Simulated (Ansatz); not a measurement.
HfO₂:
```
HfO2
1.0
    3.22967     0.00000     0.00000
   -1.61483     2.79697     0.00000
    0.00000     0.00000     4.67779
Hf O
1 2
Direct
  0.00000   0.00000   0.00000
  0.33333   0.66667   0.20502
  0.66667   0.33333   0.79498
```

Relaxed with r²SCAN+D4. Special points in fractions of this cell's reciprocal vectors: Γ (0.000, 0.000, 0.000); M (0.500, 0.000, 0.000); K (0.333, 0.333, 0.000); A (0.000, 0.000, 0.500); L (0.500, 0.000, 0.500); H (0.333, 0.333, 0.500).

Question: List the band energies nearest the valence-band maximum at these points for r²SCAN+D4 with spin–orbit coupling in the plane-wave PAW code Ansatz.

Answer: In eV from the valence-band maximum; about four levels below and three above (degenerate sets whole), none deeper than 8.9 eV; points with the same levels are listed once.

```csv
k,below,above
Γ,-0.25 -0.25 -0.12 -0.12,5.60 5.60 5.68 5.68
M,-1.16 -1.16 -0.83 -0.83,5.08 5.08 6.37 6.37
K,-1.38 -1.38 -0.64 -0.64,5.05 5.05 6.74 6.74
A,-0.45 -0.45 -0.32 -0.32,5.55 5.55 5.60 5.60
L,-1.05 -1.05 -0.22 -0.22,5.52 5.52 6.71 6.71
H,-1.12 -1.12 -0.96 -0.96,5.89 5.89 6.92 6.92
```

Space group P-3m1 (CdI2 type). A made-up cell: these elements were put on the sites of a structure type; neither database checked (COD, Materials Project) lists it. It is not the phase usual at ambient conditions (space group No. 14, 29). The r²SCAN+D4 relaxation kept the symmetry of its start; its stability against distortions is not shown here. No spin polarisation was allowed.

Potentials: the earlier of the program's two PAW sets.
